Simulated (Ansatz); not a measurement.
**Zincblende alloy of AlAs and GaP (24 of 32 Al sites, 24 of 32 As sites exchanged), 64 atoms**

Ansatz, PAW, plane waves. PBEsol relaxation of volume and atoms (shape held) at the single k point (¼, ¼, ¼) without its symmetry partners; single points on the relaxed atoms at the single k point (¼, ¼, ¼) without its symmetry partners, onto which points of the small cell's zone fold. Arrangement: unlike neighbours preferred. No spin–orbit coupling unless named.

Relaxed structure:

```
CELL_PARAMETERS angstrom
11.00043 0.00000 0.00000
0.00000 11.00043 0.00000
0.00000 0.00000 11.00043
ATOMIC_POSITIONS crystal
Ga 0.99736 0.00187 0.00247
Ga 0.99822 0.50235 0.00251
Ga 0.49718 0.00194 0.00280
Ga 0.49799 0.50117 0.00234
Ga 0.25213 0.24769 0.50218
Ga 0.24537 0.74759 0.49575
Ga 0.75310 0.24783 0.50190
Ga 0.75229 0.74780 0.50229
Ga 0.24893 0.99895 0.25074
Ga 0.24946 0.00537 0.75067
Ga 0.25226 0.50172 0.24711
Ga 0.25230 0.50254 0.74707
Ga 0.75281 0.00242 0.24737
Ga 0.75339 0.00198 0.74711
Ga 0.75265 0.50300 0.24781
Ga 0.75324 0.50165 0.74783
Ga 0.99792 0.24795 0.24767
Ga 0.99799 0.24799 0.74712
Ga 0.00063 0.75137 0.25005
Ga 0.99809 0.74796 0.74757
Ga 0.49774 0.24825 0.24718
Ga 0.49843 0.24817 0.74768
Ga 0.49769 0.74800 0.24762
Ga 0.50139 0.74483 0.75055
Al 0.00063 0.99861 0.49851
Al 0.99679 0.50170 0.50153
Al 0.50062 0.00568 0.49854
Al 0.49673 0.50240 0.50183
Al 0.25186 0.24683 0.00311
Al 0.25234 0.74703 0.00214
Al 0.75218 0.24708 0.00194
Al 0.75286 0.74723 0.00298
P 0.12416 0.12343 0.12610
P 0.12412 0.12470 0.62363
P 0.12460 0.62537 0.12597
P 0.12393 0.62467 0.62370
P 0.62454 0.12452 0.12504
P 0.62641 0.12577 0.62478
P 0.62425 0.62452 0.12505
P 0.62628 0.62362 0.62460
P 0.37484 0.37496 0.12445
P 0.37462 0.37434 0.62497
P 0.37379 0.87502 0.12563
P 0.87491 0.37515 0.12469
P 0.87499 0.37439 0.62487
P 0.87572 0.87515 0.12549
P 0.87583 0.87436 0.62404
P 0.37365 0.12551 0.37326
P 0.37577 0.12567 0.87560
P 0.37350 0.62538 0.37368
P 0.37559 0.62367 0.87543
P 0.87580 0.12453 0.37464
P 0.87580 0.12481 0.87452
P 0.87577 0.62664 0.37438
P 0.87565 0.62470 0.87482
P 0.12437 0.87467 0.37359
As 0.37405 0.87422 0.62376
As 0.12525 0.37491 0.37476
As 0.12526 0.37502 0.87497
As 0.12434 0.87495 0.87588
As 0.62530 0.37515 0.37494
As 0.62546 0.37508 0.87491
As 0.62617 0.87475 0.37392
As 0.62623 0.87567 0.87603
```

**Question.** What are the mean bond lengths by pair (pairs within 1.2 times the sum of covalent radii, less contacts 15 % beyond the pair's median; cation–cation pairs of compounds aside; long ionic contacts are cut short by that bound)?

**Answer.** Al–As 2.428 ± 0.004 Å (standard deviation, 8 bonds); Al–P 2.371 ± 0.005 Å (standard deviation, 24 bonds); As–Ga 2.425 ± 0.005 Å (standard deviation, 24 bonds); Ga–P 2.366 ± 0.005 Å (standard deviation, 72 bonds).

**Question.** What gap lies between the top filled and the lowest empty level in the single points?

**Answer.** HSE06 2.59 eV (50 s on NVIDIA H100). Away from Γ this isn't the crystal's band gap. An indirect band minimum needn't fold onto Γ of this cell; where it doesn't, these gaps are too wide.
